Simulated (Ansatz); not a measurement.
A relaxed structure of Al2Cu is spoiled in several ways and relaxed again each time (noise and exchanges are one random draw each; squeezed and stretched starts keep its symmetry, which their runs cannot lower; pressure is positive under compression). Calculation: r2SCAN (plane waves to 500 eV, PAW, scalar-relativistic; Ansatz, a quantum-chemistry and plane-wave program).

```cif
data_Al8Cu4
_chemical_formula_sum 'Al8 Cu4'
_space_group_name_H-M_alt 'I4/mcm'
_space_group_IT_number 140
_space_group_name_Hall '-I 4 2c'
_cell_length_a 6.00664
_cell_length_b 6.00664
_cell_length_c 4.79054
_cell_angle_alpha 90.000
_cell_angle_beta 90.000
_cell_angle_gamma 90.000
loop_
_atom_site_label
_atom_site_type_symbol
_atom_site_symmetry_multiplicity
_atom_site_Wyckoff_symbol
_atom_site_fract_x
_atom_site_fract_y
_atom_site_fract_z
_atom_site_occupancy
Al1 Al 8 h 0.15902 0.34098 0.00000 1
Cu1 Cu 4 a 0.00000 0.00000 0.25000 1
```
(The calculation used a cell of 6 atoms; values per cell refer to that cell.)

| change | first pressure (GPa) | largest first force (eV/Å) | released (eV/atom) | moves | outcome | final group | E − E(parent) (eV/atom) |
|---|---|---|---|---|---|---|---|
| with one Al and one Cu atom exchanged in a cell of 6 atoms | 4.1 | 0.51 | 0.04 | 12 | trapped higher | C2 | +0.18 |
| stretched uniformly to 115 % of its volume | -11.6 | 0.05 | 0.09 | 9 | returns to the parent | I4/mcm | 0.00 |
| squeezed uniformly to 80 % of its volume | 41.6 | 0.25 | 0.31 | 7 | returns to the parent | I4/mcm | 0.00 |
| doubled along one cell vector, shaken by Gaussian noise of σ = 0.08 Å a coordinate | 2.3 | 2.71 | 0.08 | 8 | returns to the parent | C2/c (nearly I4/mcm) | 0.00 |

First-step values come from each run's starting, coarser k-mesh (9×9×8, 8×8×8, 9×9×9, 5×9×8). The runs use different k-meshes, so differences are rounded accordingly. No spin polarisation in the result.
